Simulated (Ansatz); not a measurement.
Here is the system:

SrO:
```xyz
2
Lattice="0.0000 2.5799 2.5799 2.5799 0.0000 2.5799 2.5799 2.5799 0.0000" Properties=species:S:1:pos:R:3 pbc="T T T"
Sr     0.0000     0.0000     0.0000
O      2.5799     2.5799     2.5799
```

This is the r²SCAN-relaxed structure.

### Question
All from r²SCAN (plane waves, PAW; program Ansatz), unless another level is named. Predict the formation energy from the elements (no fitted shifts).

### Answer
-2.96 eV/atom.

### Question
Predict the smallest direct gap on the standard path.

### Answer
3.88 eV.

### Question
Predict the gap with spin–orbit coupling.

### Answer
3.78 eV.

### Question
Give the electron effective mass.

### Answer
0.40, 0.40, 1.2 mₑ (principal values).

### Question
And the valence-band maximum?

### Answer
at Γ.

Space group Fm-3m (rock salt). The r²SCAN relaxation kept the symmetry of its start; phonons on a q-mesh show no instability. The references are the lowest solids computed at this level, not always the standard phases (solids in place of the gases). Scalar-relativistic: spin–orbit coupling is off unless named, which matters more the heavier the elements.

Potentials: the later of the program's two PAW sets.
